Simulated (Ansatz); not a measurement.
A: K2NaRhF6 (space group Fm-3m), a = b = c = 8.350 Å, α = β = γ = 90.00°
B: LiBr (rock salt), a = b = c = 5.4113 Å, α = β = γ = 90.00°
C: ZnS (zinc blende), a = b = c = 5.357 Å, α = β = γ = 90.00°
D: KTaO$_{3}$ (cubic perovskite), a = b = c = 3.985 Å, α = β = γ = 90.00°

Scan: energy against volume (even scaling of the relaxed cell, symmetry kept). All come from one method, each on a k mesh of its own. All were relaxed with their symmetry unable to fall. K2NaRhF6 is run without spin polarisation and with no Hubbard U. KTaO3 is run without spin polarisation. Spin-orbit coupling is left out.

Question: Put the candidates in order of bulk modulus (fitted), highest first, for PBEsol (plane waves to 420 eV, PAW, scalar-relativistic; Ansatz, a program for electronic structure).

Answer: D (203 GPa), C (78.9 GPa), A (46.4 GPa), B (28.8 GPa)

(Under strain, the slope of the energy per volume gives the stress and its curvature an elastic modulus.)
